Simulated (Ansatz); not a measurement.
Run record: phonons of Te$_{2}$Mo (P6_3/mmc)

Computed with LDA, all-electron LAPW in Ansatz 0.2.0, scalar-relativistic; not a measurement.

The cell comes from a PAW relaxation under the same functional.

Launched as:

```sh
ansatz run input.yaml --threads 2 --pin off --max-ram 6144MiB --backend cpu --events-out ev --progress --plain --runs-dir out
```

input.yaml:

```yaml
crystal:
  lattice:
    - [3.47300356951, 0.0, 0.0]
    - [-1.73650178475, 3.00770931863, 0.0]
    - [0.0, 0.0, 13.77545069138]
  atoms:
    - { symbol: Te, position: [0.333333333333, 0.666666666667, 0.619621864424] }
    - { symbol: Te, position: [0.666666666667, 0.333333333333, 0.119621864424] }
    - { symbol: Te, position: [0.333333333333, 0.666666666667, 0.880378135576] }
    - { symbol: Te, position: [0.666666666667, 0.333333333333, 0.380378135576] }
    - { symbol: Mo, position: [0.333333333333, 0.666666666667, 0.25] }
    - { symbol: Mo, position: [0.666666666667, 0.333333333333, 0.75] }
kpoints:
  mp_grid: { grid: [6, 6, 2] }
scf:
  occupations: { method: fixed }
hamiltonian:
  xc: lda
  pseudopotentials: { kind: all_electron, lapw: { basis_error: 0.001 } }
phonons:
  supercell: [1, 1, 1]
```

Output (shortened where marked):

```
Warning: RAYON_NUM_THREADS=2 ignored (pool sized by the plan → 2); use --threads N
LAPW: plane waves up to 8.656 Å⁻¹, error target 1.0e-3 eV per atom; small_component_spin mean_spin; Mo in spheres of 1.281 Å, 30 of its electrons in bands, Dirac shells []; Te in spheres of 1.330 Å, 24 of its electrons in bands, ...
Engine: ansatz 0.2.0, aarch64-unknown-linux-gnu
Pseudopotentials: kind: all_electron
Pseudopotential: Te, LAPW, valence charge 24, lapw/all_electron/scalar/gaussian/Te, Koelling and Harmon's equation, gaussian nucleus
Pseudopotential: Mo, LAPW, valence charge 30, lapw/all_electron/scalar/gaussian/Mo, Koelling and Harmon's equation, gaussian nucleus
Functional definition: SPW92
  exchange = slater_x
  correlation = pw_c
davidson cushion auto → on  (no smearing: the cushion is to keep the highest requested band from converging to the state above it; pin scf.eigensolver.cushion to override)
Crystal: 6 atoms, lattice volume = 143.895 Å³
Basis set: ecut = 285.46163636516616 eV, 1585 PW (Γ), exchange–correlation at level 2
Bands: 94, of which v1, the nominal top of the filled ones, is band 78 counted from 1 (77 counted from 0)
Symmetry: 24 space group operations
[... 79 lines left out ...]
  E_kinetic    = 1008228.081790
  E_xc         = -25065.603634
  E_electrostatic = -1942220.970594  (all electrons and nuclei)
  E_smearing   = -0.000000  (= −TS)
  E_closure    = 0.000000  (closes the sum)
  Σ components = -959058.492439   (vs F -959058.492439, Δ=0.00e0)
  Basis errors (estimates in eV, not in F): energy 4.0e-4 per atom: plane waves 3.5e-4 (2.0e-4 summed), levels above the bands 0.0e0, relativity 8.5e-9, radial functions 4.3e-5, core shells 1.0e-6; eigenvalues (radial functions ...
--- Forces (eV/Å), atoms counted from 1 ---
  atom   1  Te    -0.00000000     0.00000000    -0.00856180
  atom   2  Te     0.00000000    -0.00000000    -0.00856180
  atom   3  Te    -0.00000000     0.00000000     0.00856180
  atom   4  Te     0.00000000    -0.00000000     0.00856180
  atom   5  Mo    -0.00000000     0.00000000     0.00000000
  atom   6  Mo     0.00000000    -0.00000000     0.00000000
  max |Σ_I F_I| component: 1.39e-17 eV/Å
--- Phonons: 3 displaced members + reference (amplitude 0.01 Å, Σ member SCF iterations 28) ---
  symmetry images taken by strict's conditions (phonons.symmetry_images: auto; settled by no image being taken that strict refuses)
  ASR residual: 3.378e-3 → 0.000e0 eV/Å²; symmetrization residual: 7.590e-4 eV/Å²
  largest component of a force at the reference: 8.6e-3 eV/Å
  ASR residual per site (eV/Å²): 9.16e-4 9.16e-4 9.16e-4 9.16e-4 3.38e-3 3.38e-3
  Γ frequencies (cm⁻¹): 0.00 0.00 0.00 28.44 28.44 38.13 119.20 119.20 121.45 121.45 174.85 178.35 239.59 239.59 239.71 239.71 290.12 296.28
  density of states and harmonic sums: on the 20×20×5 q-mesh, interpolated from the force constants of a 1×1×1 supercell (no non-analytic term)
  largest difference from the sums on the solved wave vectors: F 2.63e-1 eV, S 5.21e-4 and C_V 2.58e-4 eV/K
```

The run converged.

### Zone-centre phonons

Harmonic phonons of a crystal by Kohn-Sham DFT at the given cell, standard atomic masses, acoustic sum rule imposed; negative wavenumbers are unstable modes; optical zone-centre levels upwards with Mulliken labels, activity, and the element with most of the kinetic energy.

```
Point group : 6/mmm
```

| number | phonon wavenumber (cm⁻¹) | label | infrared | raman | lead element |
| --- | --- | --- | --- | --- | --- |
| 1 | 28.4 | E2g | no | yes | Te |
| 2 | 38.1 | B1g | no | no | Te |
| 3 | 119.2 | E2u | no | no | Te |
| 4 | 121.4 | E1g | no | yes | Te |
| 5 | 174.8 | B2u | no | no | Te |
| 6 | 178.4 | A1g | no | yes | Te |
| 7 | 239.6 | E1u | yes | no | Mo |
| 8 | 239.7 | E2g | no | yes | Mo |
| 9 | 290.1 | A2u | yes | no | Mo |
| 10 | 296.3 | B1g | no | no | Mo |

Caveats: no dispersion correction, so the spacing and stiffness between layers or molecules are poor; zone-boundary modes aren't tested; no LO-TO term at the zone centre.

Time and hardware: 7.6 min on 2 threads of Arm Neoverse V1, on a shared host, peak memory 1.2 GiB.
